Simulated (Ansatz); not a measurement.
V:
```cif
data_V
_chemical_formula_sum 'V1'
_space_group_name_H-M_alt 'P 1'
_space_group_IT_number 1
_cell_length_a 2.55518
_cell_length_b 2.55518
_cell_length_c 2.55518
_cell_angle_alpha 109.471
_cell_angle_beta 109.471
_cell_angle_gamma 109.471
loop_
_space_group_symop_operation_xyz
  'x, y, z'
loop_
_atom_site_label
_atom_site_type_symbol
_atom_site_fract_x
_atom_site_fract_y
_atom_site_fract_z
_atom_site_occupancy
V1 V 0.00000 0.00000 0.00000 1
```

Relaxed with the program Ansatz at the PBE+D3(BJ) level (PAW). Indices refer to the conventional cell of Im-3m, a = b = c = 2.950 Å, α = β = γ = 90.00°.

Q: Simulate the powder diffraction pattern (Cu Kα, λ = 1.54184 Å; lines above 1 %) up to 2θ = 90°.

A: Simulated powder pattern, Cu Kα, λ = 1.54184 Å (kinematic, ideal powder, no thermal factors, no anomalous dispersion; the 30 strongest lines at most, above 1 %, up to 2θ = 90°):

| 2θ (°) | d (Å) | I/Imax (%) | hkl |
|---|---|---|---|
| 43.37 | 2.086 | 100 | (110) |
| 63.01 | 1.475 | 15 | (200) |
| 79.59 | 1.205 | 28 | (211) |

The PBE+D3(BJ) relaxation kept the symmetry of its start. The workflow began spin-polarised and lost its moments. The pairwise dispersion correction was not fitted to metals.

Potentials: the earlier of the program's two PAW sets.
